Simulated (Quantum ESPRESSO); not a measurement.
# Planted mistakes on one cell of Si2GaN3O

The results below are calculated, not measured. They come from pw.x of Quantum ESPRESSO 7.5, a plane-wave density functional program, with PseudoDojo standard norm-conserving files (v0.5 for PBE, v0.4.1 for LDA and PBEsol). The cells are made up: elements, strain and atom displacements were drawn at random, and nothing was relaxed. There is no spin polarisation, spin-orbit coupling or dispersion term.

The cell has 8 sites of a wurtzite lattice (rectangular cell). Sites 1 to 4 hold Si empty Ga Si; sites 5 to 8 hold N N N O. Cell vectors in Å: (3.140, 0.001, -0.017); (0.002, 5.320, -0.028); (-0.028, -0.026, 5.040). Settings: PBE, cutoff 1143 eV, 6 x 4 x 4 k mesh shifted by half a step, Fermi-Dirac smearing of 0.025 eV.

The intended run has a self-consistency threshold of 1e-07 eV, a smearing term of 0.000 eV, a pressure of -15.34 GPa and 13 iterations. Each further run changes one thing: atoms of sites 5 and 8 exchanged; cutoff 721 eV; k mesh 1 x 1 x 1; one electron added; smearing 0.83 eV; threshold 0.1 eV. A coarse mesh keeps the shift, and a charged cell sits in a uniform background.

| run | change of free energy (eV) | smearing term -TS (eV) | change of P (GPa) | largest change of a force component (eV/Å) | iterations |
| --- | --- | --- | --- | --- | --- |
| A | 10.282 | -0.008 | 32.67 | 1.008 | 13 |
| B | 0.038 | 0.000 | 0.35 | 1.582 | 4 |
| C | -0.708 | -2.520 | 4.43 | 0.602 | 12 |
| D | 3.309 | -0.006 | 5.59 | 2.075 | 13 |
| E | -2.165 | 0.000 | -1.76 | 2.066 | 13 |
| F | 4.299 | 0.000 | -58.44 | 0.037 | 13 |

A rerun of the intended cell at 1437 eV and k mesh 8 x 6 x 6 moved values by no more than 0.002 eV in the cell's energy, 0.02 GPa in stress and 0.003 eV/Å in force.

Question: which change belongs to which run?

## Worked reading

Run B has the fewest iterations, as a run stopped early does. Run C has the largest smearing term, as wide smearing gives. Run F has a higher energy and the largest fall in pressure, as too small a basis gives. Energies from files of another functional, or of a charged cell, have another zero and say nothing on stability; the pressure of a charged cell rests on the program's zero of potential too.

## Key

```
run,change
A,one electron added
B,threshold 0.1 eV
C,smearing 0.83 eV
D,atoms of sites 5 and 8 exchanged
E,k mesh 1 x 1 x 1
F,cutoff 721 eV
```